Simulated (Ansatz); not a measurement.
AlNi:
```
CELL_PARAMETERS angstrom
      2.89324     0.00000     0.00000
      0.00000     2.89324     0.00000
      0.00000     0.00000     2.89324
ATOMIC_POSITIONS crystal
  Al 0.00000 0.00000 0.00000
  Ni 0.50000 0.50000 0.50000
```

This is the PBE-relaxed structure.

Q: All from the program Ansatz at the PBE level (PAW), unless another level is named. Give the density of states at the Fermi level.

A: 0.43 states/eV per atom (mean over ±0.08 eV).

Q: Next, the formation energy from the elements (no fitted shifts)?

A: -0.65 eV/atom.

Space group Pm-3m (CsCl type). The cell was relaxed with PBE under the symmetry of its start. The workflow began spin-polarised and lost its moments. The references are the lowest solids computed at this level, not always the standard phases.

Potentials: the later of the program's two PAW sets.
